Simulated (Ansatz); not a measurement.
Clean, relaxed (001) surface of Co, space group P6_3/mmc (No. 194) (top face towards +c; atoms held fixed, by place in the list: 1, 2):

```xyz
4
Lattice="2.4564 0.0000 0.0000 -1.2282 2.1273 0.0000 0.0000 0.0000 22.9541" Properties=species:S:1:pos:R:3 pbc="T T T"
Co    1.2282    0.7091    8.5000
Co    0.0000    1.4182   10.4847
Co    1.2282    0.7091   12.5164
Co    0.0000    1.4182   14.4373
```

Method: Ansatz 0.2.0, DFT PBEsol, scalar-relativistic, plane waves, PAW. Settings: cutoff 420 eV, Γ-centred mesh 12×12×1 on the computed 4-atom cell, Gaussian smearing of 0.10 eV; collinear spin from starting moments 1.8 1.8 1.8 1.8 μB. A dipole correction removes the field between periodic images along c.

E_ads counts from the clean slab and the free adsorbate (spin-polarised where it has unpaired electrons); negative means bound. With the adsorbate the cell is lengthened along c to keep the vacuum.

Task: H (atom) is put at the hollow (Co-Co-Co) at (0.00, 0.00) site, one adsorbate per 5.2 Å². What structure does it relax to?

Result: E_ads = -2.99 eV. Contacts: H–Co 1.69 Å.

```yaml
crystal:
  lattice:
    - [2.45642, 0.00000, 0.00000]
    - [-1.22821, 2.12732, 0.00000]
    - [0.00000, 0.00000, 24.95412]
  atoms:
    - { symbol: Co, position: [0.66667, 0.33333, 0.34063] }
    - { symbol: Co, position: [0.33333, 0.66667, 0.42016] }
    - { symbol: Co, position: [0.66667, 0.33333, 0.50033] }
    - { symbol: Co, position: [0.33333, 0.66667, 0.57887] }
    - { symbol: H, position: [0.00000, 0.00000, 0.61566] }
```

Each end is the local minimum or symmetric point that its start leads to. The slab is only 6.0 Å thick, so the energies aren't converged with thickness.